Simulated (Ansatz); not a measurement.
Space group Fd-3m:1 (No. 227). a = 7.984 Å, b = 7.984 Å, c = 7.984 Å, α = 90.00°, β = 90.00°, γ = 90.00°
```
atom site symmetry x y z
  Co   16c      .-3m  0.1250  0.1250  0.1250
  Co    8b      -43m  0.0000  0.0000  0.5000
   O   32e       .3m  0.3875  0.8875  0.3875
```

Equation of state of this Co$_{3}$O$_{4}$ structure (not necessarily the ground state), with shape and atoms relaxed at each volume where symmetry leaves them free. All numbers below come from DFT PBEsol, scalar-relativistic, plane waves, PAW in Ansatz 0.2.0.

Settings: cutoff 420 eV, Γ-centred mesh 8×8×8 on the computed 14-atom cell, Gaussian smearing of 0.01 eV; collinear spin.

```
V (Å³/atom) E − E(largest V) (meV/atom) P (GPa) gap on mesh (eV)
      7.998                        66.90    40.80              0.04
      8.270                         8.78    27.87              0.07
      8.543                       -29.09    16.97              0.09
      8.816                       -49.91     7.77              0.11
      9.088                       -56.32    -0.01              0.13
      9.361                       -50.54    -6.57              0.15
      9.634                       -34.56   -12.10              0.17
      9.997                         0.00   -18.13              0.19
```

Task: Fit a third-order Birch–Murnaghan equation to E(V).

Result: V0 = 9.09 Å³/atom, B0 = 237 GPa, B0' = 4.6.

The state reached may not be the lowest one. The program reads another magnetic order as possibly lower. Moments started parallel, and an antiferromagnetic order may lie lower.

The gaps are read on the mesh, which can miss the band edges, so they can be too wide.

Cost: 8 runs of about 30 core-minutes in all, on AMD EPYC 7R43 (Zen 3) (shared hosts).